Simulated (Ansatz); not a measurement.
Relaxed-ion elastic tensor of Y (hcp (Mg type), P6_3/mmc) in GPa (Voigt order), PBE+D3(BJ) (plane waves, PAW; program Ansatz); density 4.69 g/cm³, 31.48 Å³ per atom.

```
77.3  25.4  22.7   0.0   0.0   0.0
25.4  77.3  22.7   0.0   0.0   0.0
22.7  22.7  83.7   0.0   0.0   0.0
 0.0   0.0   0.0  26.4   0.0   0.0
 0.0   0.0   0.0   0.0  26.4   0.0
 0.0   0.0   0.0   0.0   0.0  26.0
```

Q: Is the crystal mechanically stable?

A: Yes: the smallest eigenvalue of C is 26.0 GPa.

Q: Work out the Voigt, Reuss and Hill averages.

A: K_V = 42.2, K_R = 42.2, K_H = 42.2; G_V = 26.9, G_R = 26.8, G_H = 26.9 GPa.

Q: Give Young's modulus, Poisson's ratio, Pugh's ratio and the universal anisotropy index.

A: E = 9KG/(3K + G) = 66.5 GPa; ν = 0.24; K/G = 1.57 (brittle by the Pugh limit of 1.75); A_U = 5G_V/G_R + K_V/K_R − 6 = 0.02.

Q: Estimate the sound speeds and the Debye temperature.

A: v_l = √((K + 4G/3)/ρ) = 4080 m/s, v_t = √(G/ρ) = 2390 m/s, mean 2650 m/s; Θ = (h/k)(3n/4πV)^(1/3) v_m = 250 K.

Q: How much does each axis shrink under pressure?

A: Linear compressibilities β_i = Σ_j S_ij (j = 1 to 3): x 8.1, y 8.1, z 7.6 per TPa.

The cell was relaxed with PBE+D3(BJ) under the symmetry of its start. The run is not spin-polarised. The pairwise dispersion correction was not fitted to metals. As this level gives no gap, shear constants depend on the k-mesh and smearing (Fermi–Dirac, 0.1 eV here). On the denser mesh and wider smearing of the elastic run this cell carries a stress of 0.4 GPa.

Potentials: the later of the program's two PAW sets.
